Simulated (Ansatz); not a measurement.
One crystal and one scan (frozen-phonon scan) at two levels, PBE (plane waves to 420 eV, PAW, scalar-relativistic; Ansatz, an electronic-structure program) and r2SCAN (plane waves to 500 eV, PAW, scalar-relativistic; Ansatz), each from its own relaxed cell and on its own mesh. The cell shown is that of PBE.

CdS (zinc blende)

```yaml
crystal:
  lattice:
    - [0.00000, 5.92710, 5.92710]
    - [2.96355, 0.00000, 2.96355]
    - [2.96355, 2.96355, 0.00000]
  atoms:
    - { symbol: S, position: [0.37500, 0.75000, 0.75000] }
    - { symbol: S, position: [0.87500, 0.75000, 0.75000] }
    - { symbol: Cd, position: [0.00000, 0.00000, 0.00000] }
    - { symbol: Cd, position: [0.50000, 0.00000, 0.00000] }
```

The atoms are displaced by Q × the pattern below (from a DFPT mode at L = (0.5, 0.0, 0.0), largest move 1; Q in Å), at fixed cell. (q is in reciprocal vectors of the primitive cell; the cell shown is doubled to hold the pattern.)

```tsv
atom	x	y	z
S1	0.577	-0.577	-0.577
S2	-0.577	0.577	0.577
Cd3	-0.048	0.048	0.048
Cd4	0.048	-0.048	-0.048
```

CdS was relaxed with its symmetry unable to fall. The PAW data are Ansatz's earlier set. Percentages come from the unrounded values. Both scans cover Q from -0.100 to 0.100 Å.

Results of PBE:

- Lattice constant a (Å): 5.927
- Band gap of the relaxed cell, no spin-orbit coupling (eV): 1.04
- Energy at Q = 0.100 Å (meV/cell): 95.9
- Harmonic wavenumber from the curvature (finite differences) (cm⁻¹ (negative: imaginary)): 281
- Space group of the distorted cell: R3m (No. 160), lowered from F-43m
- Symmetry of the curve: even: the same for both signs
- Shape of the curve: a single well with its minimum at or next to zero displacement

**Question.** Estimate the r2SCAN values.

**Answer.** 
| quantity | r2SCAN | PBE − r2SCAN |
|---|---|---|
| Lattice constant a (Å) | 5.879 | +0.048 (+0.8 %) |
| Band gap of the relaxed cell, no spin-orbit coupling (eV) | 1.54 | -0.50 (-32 %) |
| Energy at Q = 0.100 Å (meV/cell) | 107.0 | -11.1 (-10 %) |
| Harmonic wavenumber from the curvature (finite differences) (cm⁻¹ (negative: imaginary)) | 296 | -15 (-5 %) |

PBE gives the higher value for: lattice constant a. PBE gives the lower value for: band gap of the relaxed cell, no spin-orbit coupling; energy at Q = 0.100 Å; harmonic wavenumber from the curvature. Both give the same space group of the distorted cell: R3m (No. 160), lowered from F-43m. Neither level is exact: the differences show how much the result hangs on the functional.

(A displaced cell: forces are minus the slopes of the energy, force constants its curvatures, and phonons follow from these.)
